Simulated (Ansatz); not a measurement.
**P: enthalpy against pressure**

P, Cmce, a = 3.349 Å, b = 9.896 Å, c = 3.830 Å. Ansatz: PBEsol+D3(BJ), PAW, 420 eV, Γ-centred 14×14×12 mesh on 4 atoms, Gaussian smearing 0.10 eV; no spin polarisation. Cell and atoms are relaxed at each pressure, and no other structure is tried, so the rows at high pressure may lie past a change of phase. y is the enthalpy over the state at zero pressure; there V0 = 15.866 Å³/atom. The pressures are the targets, met within 0.04 GPa.

| P (GPa) | y (eV/atom) |
| --- | --- |
| -2.0 | -0.2044 |
| 0.0 | 0.0000 |
| 2.0 | 0.1938 |
| 5.0 | 0.4707 |
| 10.0 | 0.9078 |
| 20.0 | ? |
| 40.0 | 3.1461 |

Q: Fit y = c1 P + c2 P² + c3 P³ to the other rows, say what c1 and c2 mean, and predict the missing value.

A: Least squares on the rows shown. y = 0.099062 P − 0.00094554 P² + 1.0883×10⁻⁵ P³. Since dH/dP = V, c1 is V0: 0.099062 eV/GPa × 160.2 = 15.870 Å³ against 15.866; c2 = −V0/(2B0) gives B0 = 52 GPa, where a Birch–Murnaghan fit to the volumes of the same runs (not shown) gives 38 GPa: a cubic over this range folds the higher terms into c2. Above P = −c2/(3 c3) = 29 GPa the cubic's slope, the volume, would rise with pressure, so the form fails there. At P = 20.0 the fit asked for gives 1.6901 eV/atom. The run gave 1.7026 eV/atom, so the fit is 0.0125 eV/atom too low, 0.37 % of the span of the series, against an rms of 0.0016 eV/atom on the fitted rows. With a term in P⁴ added, a fit to the same known rows predicts 1.7512 eV/atom, which misses by about as much or more on the other side: the known rows don't fix the higher terms.

The mesh isn't the same in all rows (14×14×12, 14×14×14).